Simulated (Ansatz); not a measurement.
Input and output for bcc Ta (111), 6 layers: DFT, PBEsol, PAW with Ansatz's default frozen-core files, scalar-relativistic (Ansatz 0.2.0).

The slab is cut from a bulk crystal relaxed on PAW files (its atoms may have been relaxed since).

Command: `ansatz run input.yaml --threads 2 --pin off --max-ram 4096MiB --backend cpu --events-out ev --progress --plain --runs-dir out` It took 9.2 s on 2 threads of Intel(R) Xeon(R) Platinum 8488C (Sapphire Rapids), with other jobs on the host, peak memory 0.68 GiB.

```yaml
crystal:
  lattice:
    - [4.6415170996, 0.0, 0.0]
    - [-2.3207585498, 4.0196717203, 0.0]
    - [0.0, 0.0, 20.7372]
  atoms:
    - { symbol: Ta, position: [0.1666666665, 0.3333333335, 0.3857794554] }
    - { symbol: Ta, position: [0.5000000005, 0.9999999995, 0.4314676731] }
    - { symbol: Ta, position: [0.8333333335, 0.6666666665, 0.4771558909] }
    - { symbol: Ta, position: [0.1666666665, 0.3333333335, 0.5228441087] }
    - { symbol: Ta, position: [0.5000000005, 0.9999999995, 0.5685323269] }
    - { symbol: Ta, position: [0.8333333335, 0.6666666665, 0.6142205446] }
kpoints:
  mp_grid: { grid: [9, 9, 1] }
scf:
  occupations: { method: fermi_dirac, width: 0.05 }
hamiltonian:
  xc: pbesol
  pseudopotentials: { kind: paw }
output:
  forces: true
  stress: true
  eigenvalues: true
  populations: true
efield:
  axis: 3
  amplitude: 0
  dipole_correction: true
```

Output:

```
Engine: ansatz 0.2.0
Pseudopotentials: kind: paw
Pseudopotential: Ta, paw, valence charge 13, recommended cutoff 420 eV (normal), Ta.paw.azcp
Functional definition: PBEsol
  exchange = pbesol_x
  correlation = pbesol_c
Crystal: 6 atoms, lattice volume = 386.902 Å³
Basis set: ecut = 420 eV, 7599 PW (Γ), exchange–correlation on 64×64×288 points (8 copies of the dense FFT grid, shifted against one another)
Bands: 47, of which v1, the nominal top of the filled ones, is band 39 counted from 1 (38 counted from 0)
Symmetry: 6 space group operations
k-points: 12 of 81 (time reversal used)
Non-local potential: Ta, projectors of the file, l = 0: 3, l = 1: 2, l = 2: 2, l = 3: 1
PAW form: soft (Blöchl's): semilocal exchange-correlation on the pseudo side does not see the compensation charge
PAW frozen core: Ta, regenerated for the run's functional, and the local potential with it (the file was generated under x = pbe(κ = 0.804, μ = 0.2195149727645171), c = pbe(β = 0.06672455060314922))
PAW one-centre angular grid: Ta, 590 points (default); XC on 64 Gauss nodes
Initial density: superposition of atomic densities (neutral atoms: chi_scale 0, normalization atom), corrected by the library's trained network
Initial wavefunctions: pseudopotential atomic-orbital guess
Functional: x = pbesol(κ = 0.804, μ = 0.12345679012345678), c = pbesol(β = 0.046)
SCF iter   1: F=—  HF=-58831.220455 eV  |F-HF|=—  |Δ(HF+E_count)|=         —  Δρ=5.27e-3  dr2=1.93e-1  ethr=1.77e-3  p=0.000 e·Å  D=1.92e-10 V/Å  ΔV_dip=-0.00 eV  dr2_dipole=6.39e-7  V_vac-E_F(+/−)=3.82/3.82 eV  ⟨swp⟩=10.4  Hψ=2822  notcnv=0
efield: sawtooth ramp at fractional position 0.9500 (placed from the atoms, in the widest stretch of the axis that holds none; the zero of the levels goes with the place), width 0.1000; the density the first Hamiltonian is built on has a dipole p = 0.000 e·Å; the dipole correction subtracts the counter field D = 1.92e-10 V/Å, which shifts the + side's vacuum level by -0.00 eV against the − side's; the planar-averaged density in the ramp window peaks in size at 5.8e-5 e/Å³
preconditioner: auto → LDOS  [metal: Δε(μ)=0.066 eV  Ē_g=3.166 eV  σ=0.050 eV  W_gap=0.31  n_scr=66 (ndim 8)  ℏωp=10.3 eV  f_vac=0.593  D(μ)=8.00/eV (n_scr^D=54)  β→1.0]
SCF iter   2: F=—  HF=-58831.196621 eV  |F-HF|=—  |Δ(HF+E_count)|=   2.38e-2  Δρ=2.68e-3  dr2=3.65e-2  ethr=2.47e-4  p=0.000 e·Å  D=3.29e-5 V/Å  ΔV_dip=-0.00 eV  dr2_dipole=1.83e-6  V_vac-E_F(+/−)=3.55/3.55 eV  ⟨swp⟩=3.6  Hψ=1043  notcnv=0
SCF iter   3: F=—  HF=-58831.192348 eV  |F-HF|=—  |Δ(HF+E_count)|=   4.27e-3  Δρ=6.49e-4  dr2=4.77e-3  ethr=4.68e-5  p=0.000 e·Å  D=3.01e-6 V/Å  ΔV_dip=-0.00 eV  dr2_dipole=1.79e-9  V_vac-E_F(+/−)=3.56/3.56 eV  ⟨swp⟩=2.0  Hψ=838  notcnv=0
SCF iter   4: F=—  HF=-58831.192193 eV  |F-HF|=—  |Δ(HF+E_count)|=   1.55e-4  Δρ=2.04e-4  dr2=2.83e-4  ethr=6.11e-6  p=0.000 e·Å  D=1.09e-6 V/Å  ΔV_dip=-0.00 eV  dr2_dipole=5.01e-9  V_vac-E_F(+/−)=3.52/3.52 eV  ⟨swp⟩=2.0  Hψ=698  notcnv=0
SCF iter   5: F=—  HF=-58831.192179 eV  |F-HF|=—  |Δ(HF+E_count)|=   1.38e-5  Δρ=4.36e-5  dr2=2.68e-5  ethr=3.63e-7  p=0.000 e·Å  D=7.03e-7 V/Å  ΔV_dip=-0.00 eV  dr2_dipole=3.86e-10  V_vac-E_F(+/−)=3.50/3.50 eV  ⟨swp⟩=2.0  Hψ=755  notcnv=0
SCF iter   6: F=—  HF=-58831.192521 eV  |F-HF|=—  |Δ(HF+E_count)|=   3.42e-4  Δρ=1.34e-5  dr2=1.78e-6  ethr=3.44e-8  p=0.000 e·Å  D=3.91e-7 V/Å  ΔV_dip=-0.00 eV  dr2_dipole=3.66e-11  V_vac-E_F(+/−)=3.49/3.49 eV  ⟨swp⟩=2.3  Hψ=769  notcnv=0
SCF iter   7: F=—  HF=-58831.192522 eV  |F-HF|=—  |Δ(HF+E_count)|=   4.79e-7  Δρ=4.51e-6  dr2=2.30e-7  ethr=2.28e-9  p=0.000 e·Å  D=7.33e-8 V/Å  ΔV_dip=-0.00 eV  dr2_dipole=7.71e-14  V_vac-E_F(+/−)=3.49/3.49 eV  ⟨swp⟩=3.2  Hψ=1157  notcnv=0
SCF iter   8: F=-58831.192522 eV  HF=-58831.192522 eV  |F-HF|=1.37e-8  |Δ(HF+E_count)|=   7.11e-8  Δρ=1.36e-6  dr2=1.13e-8  ethr=1.28e-10  p=0.000 e·Å  D=2.54e-8 V/Å  ΔV_dip=-0.00 eV  dr2_dipole=1.18e-14  V_vac-E_F(+/−)=3.49/3.49 eV  ⟨swp⟩=9.0  Hψ=2534  notcnv=0
SCF 1 converged in 8 iterations: F = -58831.192522 eV  dr2 = 1.13e-8
  greatest PAW one-centre occupation: 1.000 electrons in one spin orbital (limit 2), on the Ta atom at site 4 (counted from 0), in its partial waves of l = 0
SCF converged after 8 iterations
Free energy (F): -58831.192522 eV
Harris-Foulkes:  -58831.192522 eV  (|F-HF|=1.37e-8)
Internal energy: -58831.124286 eV  (E = F + TS)
E sigma→0 (E₀):  -58831.158404 eV
Entropy (-TS):   -0.068236 eV (-11.373 meV/atom)
Fermi energy:    2.800865 eV
Dipole field:    D = 0.000000 V/Å  (p = 0.000000 e·Å, saw-weighted, corrected)
Work function:   Φ+ = 3.4930 eV   Φ− = 3.4930 eV
Levels:          The Fermi level and band energies are counted from a zero that moves with the ramp; work functions are not
--- Per-component energies (eV) ---
  E_band       = -1873.822431
  E_kinetic    = 2178.618494
  E_local      = -56866.186000  (includes V_loc(G=0)·N_el)
  E_nonlocal   = 106.790896
  E_hartree    = 27300.795206
  E_xc         = -1289.616949
  E_vxc        = -1206.858108  (∫ρ·V_xc dr)
  E_paw        = -49633.274020  (= ΣΔE_a)
  E_vpaw       = -687.762705  (= ΣTr[D̂ρ^β])
  E_aug_tail   = 0.000852  (compensation charges beyond the density's cutoff)
  E_efield     = 0.000000  (sawtooth field / dipole correction)
  E_vefield    = 0.000000  (∫n·V_field dr)
  E_ewald      = 19370.465356
  E_core_change = 1.281879  (= ΣΔE_core)
  E_smearing   = -0.068236  (= −TS)
  E_closure    = -0.000000  (closes the sum)
  Σ components = -58831.192522   (vs F -58831.192522, Δ=0.00e0)
--- Forces (eV/Å), atoms counted from 1 ---
  atom   1  Ta     0.00000000     0.00000000     2.34948770
  atom   2  Ta     0.00000000    -0.00000000     0.54722715
  atom   3  Ta    -0.00000000    -0.00000000    -0.42645668
  atom   4  Ta     0.00000000     0.00000000     0.42645596
  atom   5  Ta    -0.00000000     0.00000000    -0.54722680
  atom   6  Ta    -0.00000000    -0.00000000    -2.34948749
  max |Σ_I F_I| component: 1.54e-7 eV/Å
--- Stress (GPa, compression-positive) ---
       -4.428538      -0.000000      -0.000000
       -0.000000      -4.428538      -0.000000
       -0.000000      -0.000000      -5.085657
  P = ⅓ Tr σ = -4.6476 GPa (-46.476 kbar)
--- Band table (eV; the first three rows and the last of 12) ---
  k-point 0: bands = ["-65.0842", "-65.0833", "-64.6364", "-64.5539", "-64.2551", "-64.2299", "-31.8321", "-31.7875", "-31.5667", "-31.5667", "-31.5562", "-31.5562", "-31.4157", "-31.4157", "-31.1105", "-31.0969", "-31.0969", "-31.0379", "-31.0131", "-30.6422", "-30.6422", "-30.6090", "-30.5190", "-30.5190", "-4.2789", "-1.8611", "-0.4936", "-0.4936", "0.5532", "1.0454", "1.0454", "1.0871", "1.5500", "1.5500", "1.7082", "1.9153", "1.9153", "2.4698", "2.4698", "2.8103", "2.8103", "2.8594", "2.9833", "5.1152", "5.1152", "5.1236", "5.2285"]
  k-point 1: bands = ["-65.0840", "-65.0831", "-64.6338", "-64.5557", "-64.2559", "-64.2305", "-31.8366", "-31.7916", "-31.5945", "-31.5827", "-31.5596", "-31.5531", "-31.4055", "-31.3936", "-31.1753", "-31.0794", "-31.0458", "-31.0316", "-30.9870", "-30.6425", "-30.6380", "-30.6024", "-30.5453", "-30.5184", "-4.1080", "-1.7726", "-0.4505", "-0.3885", "0.3596", "0.7028", "1.0370", "1.0697", "1.4515", "1.5726", "1.8873", "1.9939", "2.0417", "2.4407", "2.5087", "2.8795", "2.9194", "3.0540", "3.0959", "4.9538", "5.0358", "5.0627", "5.1619"]
  k-point 2: bands = ["-65.0834", "-65.0826", "-64.6264", "-64.5608", "-64.2579", "-64.2321", "-31.8493", "-31.8034", "-31.6468", "-31.5887", "-31.5722", "-31.5510", "-31.3901", "-31.3829", "-31.1857", "-31.0610", "-31.0386", "-31.0221", "-30.9046", "-30.6500", "-30.6269", "-30.6037", "-30.5870", "-30.5175", "-3.6166", "-1.5241", "-0.4071", "-0.0813", "0.0803", "0.2085", "0.9530", "1.0487", "1.2057", "1.6346", "1.9759", "2.0707", "2.1316", "2.5699", "2.7307", "2.9985", "3.1087", "3.2661", "3.6396", "4.3812", "4.7529", "4.8722", "5.2008"]
  k-point 11: bands = ["-65.0817", "-65.0817", "-64.5908", "-64.5908", "-64.2631", "-64.2358", "-31.8660", "-31.8660", "-31.6197", "-31.6197", "-31.5461", "-31.5131", "-31.5118", "-31.3135", "-31.3135", "-31.0391", "-31.0391", "-30.8897", "-30.8494", "-30.6388", "-30.6388", "-30.5830", "-30.5830", "-30.5464", "-1.2383", "-1.2383", "-1.1041", "-0.2732", "-0.0042", "-0.0042", "1.2420", "1.2420", "1.6863", "1.9707", "1.9707", "2.1451", "2.1705", "2.6750", "2.6750", "2.7656", "2.7656", "3.0177", "4.1138", "4.1551", "4.1551", "4.2451", "4.4965"]
--- Löwdin populations: 6 sites ---
  site symbol       q [e]
     0     Ta     12.9536
     1     Ta     13.0239
     2     Ta     12.7897
     3     Ta     12.7897
     4     Ta     13.0239
     5     Ta     12.9536
  spilling = 0.005969 (of n_electrons = 78.000000)
```

populations.tsv:

```
# site	symbol	l	j	q
# orbitals = lowdin
# n_electrons = 78.000000
# spilling = 0.005969
0	Ta	0_5S	-	1.973436
0	Ta	0_6S	-	1.050987
0	Ta	1_5P	-	5.973367
0	Ta	2_5D	-	3.955779
1	Ta	0_5S	-	1.956128
1	Ta	0_6S	-	0.943009
1	Ta	1_5P	-	5.974262
1	Ta	2_5D	-	4.150536
2	Ta	0_5S	-	1.951987
2	Ta	0_6S	-	0.843533
2	Ta	1_5P	-	5.980815
2	Ta	2_5D	-	4.013374
3	Ta	0_5S	-	1.951987
3	Ta	0_6S	-	0.843533
3	Ta	1_5P	-	5.980815
3	Ta	2_5D	-	4.013373
4	Ta	0_5S	-	1.956128
4	Ta	0_6S	-	0.943009
4	Ta	1_5P	-	5.974262
4	Ta	2_5D	-	4.150535
5	Ta	0_5S	-	1.973436
5	Ta	0_6S	-	1.050987
5	Ta	1_5P	-	5.973367
5	Ta	2_5D	-	3.955779
```

Next run (atoms relaxed), as changes to the input before:

```diff
   eigenvalues: true
-  populations: true
+relax:
+  f_tol: 0.01
+  max_steps: 40
 efield:
```

Results part of the output:

```
Warning: output.stress: scf.convergence.dr2_threshold = 1e-7 eV (the SCF's general default) is looser than the 6e-10 eV advised for a printed stress (1e-10 eV for each atom of the cell: 6). What an SCF threshold leaves in a stress goes as its square root, and in the free energy as the threshold itself, and one threshold admits the most on a small cell: of the crystals measured, under no hybrid fun
SCF converged after 5 iterations
Free energy (F): -58832.077106 eV
Harris-Foulkes:  -58832.077106 eV  (|F-HF|=2.42e-8)
Internal energy: -58832.017077 eV  (E = F + TS)
E sigma→0 (E₀):  -58832.047092 eV
Entropy (-TS):   -0.060029 eV (-10.005 meV/atom)
Fermi energy:    2.607873 eV
Dipole field:    D = 0.000000 V/Å  (p = 0.000001 e·Å, saw-weighted, corrected)
Work function:   Φ+ = 3.7519 eV   Φ− = 3.7519 eV
Levels:          The Fermi level and band energies are counted from a zero that moves with the ramp; work functions are not
--- Per-component energies (eV) ---
  E_band       = -1883.926607
  E_kinetic    = 2192.721629
  E_local      = -60213.679700  (includes V_loc(G=0)·N_el)
[... lines left out ...]
  P = ⅓ Tr σ = -1.1169 GPa (-11.169 kbar)
--- Band table (eV; the first three rows and the last of 12) ---
  k-point 0: bands = ["-64.9288", "-64.9191", "-64.6568", "-64.6075", "-64.2849", "-64.2299", "-31.8530", "-31.7893", "-31.5859", "-31.5859", "-31.5583", "-31.5583", "-31.4866", "-31.4866", "-31.2589", "-31.2589", "-31.2419", "-31.0193", "-30.8912", "-30.5895", "-30.5895", "-30.5322", "-30.5322", "-30.5190", "-4.6188", "-2.1596", "-0.9350", "-0.9350", "0.5315", "0.5315", "0.7167", "0.9449", "1.4033", "1.4033", "1.6148", "1.6148", "1.8292", "2.2780", "2.2780", "2.6015", "2.7280", "2.9986", "2.9986", "5.0951", "5.0951", "5.1392", "5.2043"]
  k-point 1: bands = ["-64.9278", "-64.9188", "-64.6550", "-64.6083", "-64.2862", "-64.2310", "-31.8609", "-31.7986", "-31.6752", "-31.6520", "-31.5549", "-31.5395", "-31.4232", "-31.4087", "-31.3081", "-31.2344", "-31.1595", "-31.0149", "-30.9020", "-30.6048", "-30.5905", "-30.5630", "-30.5308", "-30.5141", "-4.4392", "-2.0726", "-0.8698", "-0.8419", "0.2573", "0.5118", "0.5850", "0.6730", "1.4076", "1.4503", "1.5129", "1.6483", "1.9045", "2.3344", "2.4675", "2.7043", "2.9278", "3.0243", "3.1571", "4.7987", "4.8580", "5.1337", "5.2429"]
  k-point 2: bands = ["-64.9252", "-64.9180", "-64.6502", "-64.6106", "-64.2897", "-64.2340", "-31.8855", "-31.8246", "-31.7738", "-31.6734", "-31.5956", "-31.5325", "-31.3712", "-31.3349", "-31.2426", "-31.1780", "-31.0939", "-31.0063", "-30.9157", "-30.6707", "-30.6083", "-30.5943", "-30.5264", "-30.5033", "-3.9261", "-1.8314", "-0.7511", "-0.5697", "-0.2651", "0.0775", "0.5113", "0.6024", "1.1368", "1.5141", "1.5348", "1.6833", "1.8170", "2.3850", "2.6017", "3.0323", "3.1694", "3.1988", "3.6623", "4.2845", "4.3847", "5.0461", "5.2812"]
  k-point 11: bands = ["-64.9177", "-64.9177", "-64.6269", "-64.6269", "-64.2987", "-64.2412", "-31.9345", "-31.9345", "-31.6710", "-31.6710", "-31.6223", "-31.4774", "-31.4446", "-31.3559", "-31.3559", "-31.0009", "-30.9761", "-30.9595", "-30.9595", "-30.6421", "-30.6421", "-30.6036", "-30.6036", "-30.4641", "-1.6845", "-1.6845", "-1.3639", "-0.5253", "-0.5253", "-0.2549", "0.7455", "0.7455", "1.3593", "1.6005", "1.6580", "1.6580", "1.7516", "2.3526", "2.3526", "2.9422", "2.9422", "3.0027", "3.5636", "4.0004", "4.0200", "4.0200", "4.9666"]
--- Relaxed structure (7 steps of the walk, 6 accepted, 0 SCFs on fresh bases) ---
  F+E_penalty+E_count = -58832.07710643 eV   max|allowed force component| = 1.184e-3 eV/Å
  atoms:
    - { symbol: Ta, position: [0.16666666666666666, 0.3333333333333333, 0.4003032895222386] }
    - { symbol: Ta, position: [0.49999999999999994, 0.9999999999999999, 0.4355765074644197] }
    - { symbol: Ta, position: [0.8333333333333333, 0.6666666666666666, 0.4714784871807831] }
    - { symbol: Ta, position: [0.16666666666666666, 0.3333333333333333, 0.5285214932811756] }
    - { symbol: Ta, position: [0.49999999999999994, 0.9999999999999999, 0.5644235196905288] }
    - { symbol: Ta, position: [0.8333333333333333, 0.6666666666666666, 0.5996967024608543] }
```

Next run (field of 0.1 V/Å along the normal), as changes to the input before:

```diff
   atoms:
-    - { symbol: Ta, position: [0.1666666665, 0.3333333335, 0.3857794554] }
-    - { symbol: Ta, position: [0.5000000005, 0.9999999995, 0.4314676731] }
-    - { symbol: Ta, position: [0.8333333335, 0.6666666665, 0.4771558909] }
-    - { symbol: Ta, position: [0.1666666665, 0.3333333335, 0.5228441087] }
-    - { symbol: Ta, position: [0.5000000005, 0.9999999995, 0.5685323269] }
-    - { symbol: Ta, position: [0.8333333335, 0.6666666665, 0.6142205446] }
+    - { symbol: Ta, position: [0.1666666667, 0.3333333333, 0.4003032895] }
+    - { symbol: Ta, position: [0.5, 1.0, 0.4355765075] }
+    - { symbol: Ta, position: [0.8333333333, 0.6666666667, 0.4714784872] }
+    - { symbol: Ta, position: [0.1666666667, 0.3333333333, 0.5285214933] }
+    - { symbol: Ta, position: [0.5, 1.0, 0.5644235197] }
+    - { symbol: Ta, position: [0.8333333333, 0.6666666667, 0.5996967025] }
 kpoints:
   eigenvalues: true
-relax:
-  f_tol: 0.01
-  max_steps: 40
 efield:
   axis: 3
-  amplitude: 0
+  amplitude: 0.1
   dipole_correction: true
```

Command: `ansatz run input.yaml --threads 2 --pin off --max-ram 4096MiB --backend cpu --events-out ev --progress --plain --runs-dir out` It took 17 s on 2 threads of Intel(R) Xeon(R) Platinum 8488C (Sapphire Rapids), on a shared host, peak memory 0.67 GiB.

Results part of the output:

```
SCF 1 converged in 10 iterations: F = -58832.081098 eV  dr2 = 1.58e-8
  greatest PAW one-centre occupation: 1.000 electrons in one spin orbital (limit 2), on the Ta atom at site 1 (counted from 0), in its partial waves of l = 0
SCF converged after 10 iterations
Free energy (F): -58832.081098 eV
Harris-Foulkes:  -58832.081098 eV  (|F-HF|=4.62e-8)
Internal energy: -58832.021045 eV  (E = F + TS)
E sigma→0 (E₀):  -58832.051071 eV
Entropy (-TS):   -0.060053 eV (-10.009 meV/atom)
Fermi energy:    2.606674 eV
Dipole field:    D = 0.037344 V/Å  (p = 0.079846 e·Å, saw-weighted, corrected)
Work function:   not extracted (applied field tilts the vacuum); planar V_es + V_field profile in the machine report
Levels:          The Fermi level and band energies are counted from a zero that moves with the ramp; work functions are not
--- Per-component energies (eV) ---
  E_band       = -1884.014859
  E_kinetic    = 2192.716583
  E_local      = -60213.506509  (includes V_loc(G=0)·N_el)
  E_nonlocal   = 111.916997
  E_hartree    = 28965.082957
  E_xc         = -1295.280661
  E_vxc        = -1214.272843  (∫ρ·V_xc dr)
[... lines left out ...]
  E_closure    = 0.000000  (closes the sum)
  Σ components = -58832.081098   (vs F -58832.081098, Δ=0.00e0)
--- Forces (eV/Å), atoms counted from 1 ---
  atom   1  Ta     0.00000000     0.00000000     0.01773802
  atom   2  Ta    -0.00000000    -0.00000000    -0.01195357
  atom   3  Ta     0.00000000    -0.00000000    -0.00739712
  atom   4  Ta     0.00000000     0.00000000    -0.00776185
  atom   5  Ta     0.00000000     0.00000000    -0.00930453
  atom   6  Ta     0.00000000    -0.00000000     0.01867610
  max |Σ_I F_I| component: 2.95e-6 eV/Å
--- Stress (GPa, compression-positive) ---
       -1.674262       0.000000      -0.000000
       -0.000000      -1.674262      -0.000000
       -0.000000      -0.000000       0.002066
  P = ⅓ Tr σ = -1.1155 GPa (-11.155 kbar)
--- Band table (eV; the first three rows and the last of 12) ---
  k-point 0: bands = ["-64.9307", "-64.9195", "-64.6579", "-64.6086", "-64.2861", "-64.2309", "-31.8543", "-31.7902", "-31.5871", "-31.5871", "-31.5594", "-31.5594", "-31.4877", "-31.4877", "-31.2600", "-31.2600", "-31.2431", "-31.0204", "-30.8923", "-30.5907", "-30.5907", "-30.5333", "-30.5333", "-30.5202", "-4.6199", "-2.1607", "-0.9361", "-0.9361", "0.5303", "0.5303", "0.7155", "0.9437", "1.4022", "1.4022", "1.6136", "1.6136", "1.8280", "2.2769", "2.2769", "2.5980", "2.7291", "2.9975", "2.9975", "5.0940", "5.0940", "5.1283", "5.2033"]
  k-point 1: bands = ["-64.9298", "-64.9191", "-64.6562", "-64.6094", "-64.2874", "-64.2321", "-31.8622", "-31.7996", "-31.6764", "-31.6531", "-31.5561", "-31.5406", "-31.4243", "-31.4098", "-31.3092", "-31.2356", "-31.1606", "-31.0161", "-30.9031", "-30.6059", "-30.5916", "-30.5641", "-30.5319", "-30.5153", "-4.4403", "-2.0737", "-0.8709", "-0.8430", "0.2562", "0.5107", "0.5838", "0.6719", "1.4065", "1.4491", "1.5118", "1.6472", "1.9032", "2.3333", "2.4663", "2.7021", "2.9275", "3.0232", "3.1561", "4.7974", "4.8570", "5.1299", "5.2365"]
  k-point 2: bands = ["-64.9274", "-64.9181", "-64.6513", "-64.6118", "-64.2909", "-64.2351", "-31.8867", "-31.8256", "-31.7750", "-31.6746", "-31.5968", "-31.5336", "-31.3724", "-31.3360", "-31.2437", "-31.1792", "-31.0951", "-31.0075", "-30.9169", "-30.6718", "-30.6094", "-30.5954", "-30.5275", "-30.5044", "-3.9272", "-1.8325", "-0.7522", "-0.5708", "-0.2662", "0.0764", "0.5102", "0.6013", "1.1357", "1.5130", "1.5337", "1.6822", "1.8158", "2.3838", "2.6005", "3.0305", "3.1686", "3.1977", "3.6612", "4.2834", "4.3837", "5.0445", "5.2801"]
  k-point 11: bands = ["-64.9217", "-64.9159", "-64.6283", "-64.6278", "-64.2998", "-64.2423", "-31.9382", "-31.9331", "-31.6737", "-31.6707", "-31.6234", "-31.4786", "-31.4456", "-31.3580", "-31.3560", "-31.0020", "-30.9773", "-30.9614", "-30.9599", "-30.6445", "-30.6418", "-30.6057", "-30.6039", "-30.4652", "-1.6858", "-1.6855", "-1.3650", "-0.5268", "-0.5259", "-0.2561", "0.7438", "0.7450", "1.3582", "1.5994", "1.6562", "1.6576", "1.7505", "2.3498", "2.3530", "2.9410", "2.9411", "3.0016", "3.5625", "3.9993", "4.0179", "4.0198", "4.9526"]
```

Spin–orbit coupling is left out, which matters for the heavy atoms. The PAW files were made under PBE.
